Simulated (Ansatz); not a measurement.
Cs₂InAgBr₆:
```
Cs2InAgBr6
1.0
    0.00000     5.53377     5.53377
    5.53377     0.00000     5.53377
    5.53377     5.53377     0.00000
Cs In Ag Br
2 1 1 6
Direct
  0.75000   0.75000   0.75000
  0.25000   0.25000   0.25000
  0.00000   0.00000   0.00000
  0.50000   0.50000   0.50000
  0.75599   0.24401   0.24401
  0.24401   0.75599   0.75599
  0.24401   0.75599   0.24401
  0.75599   0.24401   0.75599
  0.24401   0.24401   0.75599
  0.75599   0.75599   0.24401
```

Relaxed with r²SCAN. Special points in fractions of this cell's reciprocal vectors: Γ (0.000, 0.000, 0.000); X (0.500, 0.000, 0.500); U (0.625, 0.250, 0.625); K (0.375, 0.375, 0.750); L (0.500, 0.500, 0.500); W (0.500, 0.250, 0.750).

Q: List the band energies nearest the valence-band maximum at these points for r²SCAN with spin–orbit coupling in the plane-wave PAW code Ansatz.

A: In eV from the valence-band maximum; about four levels below and three above (degenerate sets whole), none deeper than 8.9 eV; points with the same levels are listed once.

```tsv
k	below	above
Γ	0.00 0.00 0.00 0.00	0.74 0.74 5.04 5.04
X	-0.59 -0.59 -0.02 -0.02	3.29 3.29 5.79 5.79
U	-0.73 -0.73 -0.28 -0.28	3.25 3.25 4.75 4.75
L	-0.63 -0.63 -0.42 -0.42	2.51 2.51 3.82 3.82
W	-0.77 -0.77 -0.46 -0.46	3.32 3.32 4.84 4.84
```

Space group Fm-3m. The workflow started from a Materials Project entry (that database holds measured and hypothetical structures alike); the Crystallography Open Database copy checked does not list it. Whether it is the stable phase at ambient conditions was not checked. The r²SCAN relaxation kept the symmetry of its start; its stability against distortions is not shown here. No spin polarisation was allowed.

Potentials: the later of the program's two PAW sets.
